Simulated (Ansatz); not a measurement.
CdGeAs₂:
```xyz
8
Lattice="-2.9919 2.9919 5.6580 2.9919 -2.9919 5.6580 2.9919 2.9919 -5.6580" Properties=species:S:1:pos:R:3 pbc="T T T"
Cd     2.9919     0.0000     2.8290
Cd     0.0000     0.0000     5.6580
Ge     0.0000     0.0000     0.0000
Ge     0.0000     2.9919     2.8290
As     1.3209     4.4879     1.4145
As     1.4960     1.6710     4.2435
As     1.6710    -1.4960     7.0725
As     1.4960     1.3209    -1.4145
```

Relaxed with HSE06.

Question: Give the Bader charges and basin volumes of the independent atoms, HSE06 in the plane-wave PAW code Ansatz.

Answer: 

```csv
atom,Bader charge (e),Bader volume (Å³)
Cd1,+0.56,23.1
Ge3,+0.57,19.5
As5,-0.57,29.4
```

Space group I-42d (chalcopyrite). The cell was relaxed with HSE06 under the symmetry of its start.

Potentials: the later of the program's two PAW sets.
